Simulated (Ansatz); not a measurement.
A geometry of Cu away from equilibrium: step 2 of the relaxation of a relaxed Cu cell, doubled along one cell vector, shaken by Gaussian noise of σ = 0.08 Å a coordinate. All values below come from PBE (plane waves to 420 eV, PAW, scalar-relativistic; Ansatz, a program for electronic structure). Γ-centred k-mesh 15×15×5 on the run's cell (coarser than for final values), Fermi–Dirac smearing 0.05 eV.

```xyz
4
Lattice="-2.3217 2.2955 1.2036 2.3369 -2.3018 1.2445 4.6572 4.6175 -2.4309" Properties=species:S:1:pos:R:3:forces:R:3 pbc="T T T" free_energy=-26499.377 pressure_GPa=0.7
Cu     0.0808     2.2677     0.7022   -0.2976    0.0026    0.2737
Cu     2.3928     4.6106    -0.6509   -0.3948   -0.0358   -0.1483
Cu    -0.0195     0.0542    -0.1210    0.4072   -0.3006   -0.0962
Cu     2.3638     2.2089    -1.2573    0.2852    0.3338   -0.0292
```

Positions in Å, forces in eV/Å, free energy of the cell in eV (comparable only within this code, potentials and settings). Largest force: 0.52 eV/Å, on Cu3 (atoms numbered as listed); the geometry lies 0.33 eV/atom above the end of its relaxation.

No spin polarisation in the result.

Of the parent cell (I4₁/amd (No. 141)): it is a generated cell of Cu: the first start was made by placing the elements on the sites of a structure type, and the end was not matched to a known phase here, so it may be hypothetical. Known forms of Cu include space group No. 225.
